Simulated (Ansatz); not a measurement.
The relaxed structure here is a generated cell of SiNi: the first start was made by placing the elements on the sites of a structure type, and the end was not matched to a known phase here, so it may be hypothetical. Known forms of SiNi include space group No. 62.

One starting cell of SiNi (a generated cell, SiNi built in the NbAs structure type) was relaxed twice with Ansatz (plane waves, PAW, scalar-relativistic): with r2SCAN at 500 eV and with PBE at 420 eV. The r2SCAN result:

```cif
data_Ni4Si4
_chemical_formula_sum 'Ni4 Si4'
_space_group_name_H-M_alt 'I41md'
_space_group_IT_number 109
_space_group_name_Hall 'I 4bw -2'
_cell_length_a 2.63675
_cell_length_b 2.63675
_cell_length_c 13.76236
_cell_angle_alpha 90.000
_cell_angle_beta 90.000
_cell_angle_gamma 90.000
loop_
_atom_site_label
_atom_site_type_symbol
_atom_site_symmetry_multiplicity
_atom_site_Wyckoff_symbol
_atom_site_fract_x
_atom_site_fract_y
_atom_site_fract_z
_atom_site_occupancy
Ni1 Ni 4 a 0.00000 0.00000 0.76065 1
Si1 Si 4 a 0.00000 0.00000 0.15535 1
```
(The calculation used a cell of 4 atoms; values per cell refer to that cell.)

| quantity | r2SCAN | PBE |
|---|---|---|
| space group | I4₁md | I4₁md |
| volume (Å³/atom) | 11.96 | 12.31 |
| a (Å) | 2.637 | 2.677 |
| c (Å) | 13.762 | 13.740 |
| gap (eV, no spin-orbit coupling) | 0.00 | 0.00 |

Both levels end in the same structure; PBE's volume is 2.9 % larger. Neither column is exact.

No spin polarisation in the result. A magnetic state may lie lower.

The run could not lose the symmetry of its start: the end is stationary, and may be a saddle point rather than a minimum.

Ansatz is an electronic-structure program.
